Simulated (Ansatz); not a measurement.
Elastic constants of SbP: input and output

Computed with DFT PBE, scalar-relativistic, plane waves, PAW (Ansatz 0.2.0).

It can be run as:
```bash
ansatz run input.yaml --threads 1 --pin off --backend cpu --events-out ev --progress --plain --runs-dir out  # memory cap (--max-ram) not shown
```

Input (bare energies are in eV):
```yaml
crystal:
  lattice:
    - [2.9069080383, 0.0, 0.0]
    - [0.0, 2.9069080383, 0.0]
    - [0.0, 0.0, 5.5398180619]
  atoms:
    - { symbol: Sb, position: [0.0, 0.0, 0.0] }
    - { symbol: P, position: [0.0, 0.0, 0.5] }
basis:
  ecutwfc: 420
kpoints:
  mp_grid: { grid: [14, 14, 8] }
hamiltonian:
  xc: pbe
scf:
  occupations: { method: fermi_dirac, width: 0.15 }
output:
  forces: true
  stress: true
  eigenvalues: true
elastic:
  mode: clamped_ion
  amplitude: 0.005
```

From the output:
```
--- Elastic constants: 4 strain directions × 4 members + reference (group order 16) ---
  dense FFT box of the reference and of every strained cell: 20×20×40
  strains applied: 11, 33, 23, 12; error gains: componentwise 1.00 (the most a stress slope's error grows in a printed constant), spectral 1.41 (1 for all six strains in a standard setting)
  C = ∂σ_k/∂η_j (tension-positive GPa; Voigt order 11 22 33 23 13 12):
       160.864      8.047     23.758      0.000      0.000      0.000
         8.047    160.864     23.758      0.000      0.000      0.000
        23.750     23.750    177.407     -0.000      0.000     -0.000
        -0.000      0.000     -0.000     18.375      0.000      0.000
        -0.000      0.000      0.000      0.000     18.375      0.000
         0.000     -0.000     -0.000      0.000      0.000     19.066
  reference stress σ⁰ (GPa):     -0.001     -0.001      0.006      0.000      0.000     -0.000
  C* (energy form; C + prestress term) asymmetry max|C*_kj − C*_jk| = 1.205e-3 GPa — a small one proves nothing (zero by symmetry where the batch's group is 432, −43m or m−3m); a large one is finite-difference/SCF noise where every solve ...
  moduli (Voigt/Reuss/Hill, GPa): K = 67.81/67.27/67.54   G = 40.74/26.53/33.63   E = 86.53   ν = 0.286
  mechanically stable: yes (min eigenvalue of sym C = 18.38 GPa)
  strain η (Voigt 11):  stress-route row diagonal C_11 = 160.86 GPa, energy-path curvature d²(F+E_count+ΔE)/dδ²/Ω₀ = 160.87 GPa
    cells at ±δ against ±2δ: C11 160.91 and 161.05 GPa, apart by 0.09 % of the column's largest entry
         δ    σ_11 (GPa) F (eV) n_scf n_hpsi n_pw
    -1.000e-2      -1.7142       -7239.3615022       7   99067    920
    -5.000e-3      -0.8308       -7239.3633547       4   73916    924
     5.000e-3       0.7783       -7239.3633832       4   73668    944
     1.000e-2       1.5069       -7239.3617070       6   85040    948
  strain η (Voigt 33):  stress-route row diagonal C_33 = 177.41 GPa, energy-path curvature d²(F+E_count+ΔE)/dδ²/Ω₀ = 177.41 GPa
    cells at ±δ against ±2δ: C33 177.51 and 177.84 GPa, apart by 0.18 % of the column's largest entry
         δ    σ_33 (GPa) F (eV) n_scf n_hpsi n_pw
    -1.000e-2      -1.8551       -7239.3612985       8   54468    924
    -5.000e-3      -0.9020       -7239.3633065       4   43475    928
     5.000e-3       0.8732       -7239.3633091       4   43885    944
     1.000e-2       1.7016       -7239.3614225       6   47069    948
  strain η (Voigt 23):  stress-route row diagonal C_44 = 18.38 GPa, energy-path curvature d²(F+E_count+ΔE)/dδ²/Ω₀ = 18.37 GPa
    cells at ±δ against ±2δ: C44 18.38 and 18.39 GPa, apart by 0.06 % of the column's largest entry
         δ    σ_23 (GPa) F (eV) n_scf n_hpsi n_pw
    -1.000e-2      -0.1839       -7239.3636870       7  129610    934
    -5.000e-3      -0.0919       -7239.3638882       3  109881    936
     5.000e-3       0.0919       -7239.3638882       3  105994    936
     1.000e-2       0.1839       -7239.3636870       6  130849    934
  strain η (Voigt 12):  stress-route row diagonal C_66 = 19.07 GPa, energy-path curvature d²(F+E_count+ΔE)/dδ²/Ω₀ = 19.06 GPa
    cells at ±δ against ±2δ: C66 19.07 and 19.08 GPa, apart by 0.07 % of the column's largest entry
         δ    σ_12 (GPa) F (eV) n_scf n_hpsi n_pw
    -1.000e-2      -0.1908       -7239.3636776       6   83298    932
    -5.000e-3      -0.0954       -7239.3638871       3   67754    940
     5.000e-3       0.0954       -7239.3638871       3   65550    940
     1.000e-2       0.1908       -7239.3636776       6   70924    932
```

The cell was built by swapping an element in a database structure (itself possibly hypothetical) and relaxing; it need not be the stable form of this composition. In a metal, frequencies and elastic constants depend on the k mesh and the smearing, soft modes and shear constants most.

The least eigenvalue is 18.4 GPa; in a metal on this mesh the verdict on stability isn't firm within about 20 GPa or a tenth of the bulk modulus.

Every atom sits on an inversion centre, so no strain shifts the atoms against each other, and clamped-ion and relaxed constants are the same.